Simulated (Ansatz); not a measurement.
## How much do the gradients of Mg₂AlCr₃S₈ depend on the method?

Cell: a Materials Project structure (computed, not necessarily an observed phase).

Space group R-3m:H (No. 166); a = 7.2361, c = 17.6830 Å, γ = 120.00°.

```
site  Wyckoff  site symmetry       x       y       z
  Mg       6c             3m  0.0000  0.0000  0.8752
  Al       3b            -3m  0.0000  0.0000  0.5000
  Cr       9e           .2/m  0.1667  0.3333  0.3333
  S7       6c             3m  0.0000  0.0000  0.7367
  S8      18h             .m  0.8507  0.7014  0.4123
```

One atom of each set is listed; the run and its k-mesh use a cell of 14 atoms with edges of 7.22, 7.22, 7.22 Å.

First run. The numbers come from a DFT calculation in Ansatz (PBE, plane waves and PAW, scalar-relativistic, collinear spin, 420 eV cutoff, Γ-centred 5×5×5 k-points, Fermi–Dirac smearing 0.02 eV). Start moments as typed (μB): 3 on each Cr, none on the rest.

```
site  V_zz (10²¹ V/m²)     η  m (μB)
  Mg             0.047  0.00    0.01
  Al             -0.44  0.00    0.04
  Cr             -1.06  0.42    2.71
  S7             -0.62  0.00   -0.06
  S8             -1.54  0.15   -0.04
```

Second run. The same atoms and settings, except that the functional is r2SCAN and the cutoff is 500 eV.

**Question.** Given the first result, estimate the second.

**Answer.** 

```csv
site,V_zz,η,change of V_zz,m (μB)
Mg,0.041,0.00,-0.01,0.01
Al,-0.43,0.00,+0.01,0.04
Cr,-0.97,0.37,+0.09,2.80
S7,-0.84,0.00,-0.22,-0.07
S8,-1.57,0.04,-0.03,-0.05
```

The largest change of V_zz is on S7, from -0.62 to -0.84. In per cent, |V_zz| changes by -9 on Cr, +2 to +36 on S (all sites that start above 0.5). The absolute magnetisation of the cell goes from 10.1 to 10.4 μB.

All moments are parallel here, as the start or the cell imposes; many such compounds order antiparallel, where fields and spin densities carried over to other atoms largely cancel. The magnetic order is the one that the run reached from its start moments, not necessarily the measured one.
For the second run: The program didn't check the stability of this electronic state in full, so a lower one may lie near. With these PAW files V_zz is typically within 2 to 3 % of all-electron values, but misses above 10 % occur on Al.
